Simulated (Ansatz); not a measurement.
**Find the missing element**

Cell vectors (Å):

```
3.2469 0.0000 0.0000
0.0000 3.2469 0.0000
0.0000 0.0000 3.2469
```

```tsv
atom	a	b	c
Zr	0.5000	0.5000	0.5000
X	0.0000	0.0000	0.0000
```

All numbers below come from PBEsol, all-electron LAPW in Ansatz 0.2.0, scalar-relativistic. k mesh 14×14×14, strains of ±0.005, Fermi-Dirac smearing of 0.100 eV.

Elastic constants of a crystal by Kohn-Sham DFT: slopes of the stress over finite engineering strains of the given cell, Voigt indices, Cartesian axes as in the cell vectors.

| index | elastic (GPa) |
| --- | --- |
| 11 | 397.1 |
| 12 | 139.4 |
| 44 | 95.9 |

Question: All X atoms are one element. Which one was computed?

Answer: Os; the crystal is ZrOs (Pm-3m).

Caveats: responses of metals move with mesh and smearing; no spin-orbit coupling on heavy atoms.
